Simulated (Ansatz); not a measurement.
A geometry of HfSiO₄ away from equilibrium: step 24 of the relaxation of a relaxed HfSiO4 cell, doubled along one cell vector, shaken by Gaussian noise of σ = 0.08 Å a coordinate. These are PBEsol (plane waves to 420 eV, PAW, scalar-relativistic; Ansatz, an electronic-structure program) values and carry that method's errors. Γ-centred k-mesh 8×8×2 on the run's cell (coarser than for final values), Fermi–Dirac smearing 0.05 eV.

```xyz
12
Lattice="2.8818 0.6503 0.1178 -0.8777 3.0982 -0.1753 0.3585 -0.4091 11.9493" Properties=species:S:1:pos:R:3:forces:R:3 pbc="T T T" free_energy=-36938.114 pressure_GPa=6.5
Hf    -0.3417     0.3899     3.2441    0.0030    0.0117   -0.0249
Hf    -0.3352    -0.7775     9.0335    0.0022    0.0003   -0.0027
Si     0.5906     0.4751     0.2191   -0.0074   -0.0117    0.0010
Si     0.7406     0.9365     6.4422   -0.0013   -0.0031    0.0087
O     -0.1689     1.9480     0.3777   -0.0060    0.0096    0.0047
O      0.2680     2.4982     6.7459   -0.0122   -0.0112    0.0652
O      1.2699     0.7595     1.8600   -0.0024   -0.0120    0.0046
O      2.1091     1.3125     7.7301    0.0047    0.0245   -0.0521
O      2.2317     1.1982     5.4179   -0.0021   -0.0097   -0.0076
O      2.3271     0.2822    11.2045    0.0089    0.0058    0.0126
O      0.4253     2.3137     3.6300    0.0052   -0.0019    0.0038
O      0.4929     1.4198     9.4898    0.0072   -0.0024   -0.0133
```

Positions in Å, forces in eV/Å, free energy of the cell in eV (comparable only within this code, potentials and settings). Largest force: 0.07 eV/Å, on O6 (atoms numbered as listed); the geometry lies 0.02 eV/atom above the end of its relaxation.

No spin polarisation in the result.

The end of the path is a generated cell of HfSiO4: the first start was made by placing the elements on the sites of a structure type, and the end was not matched to a known phase here, so it may be hypothetical.
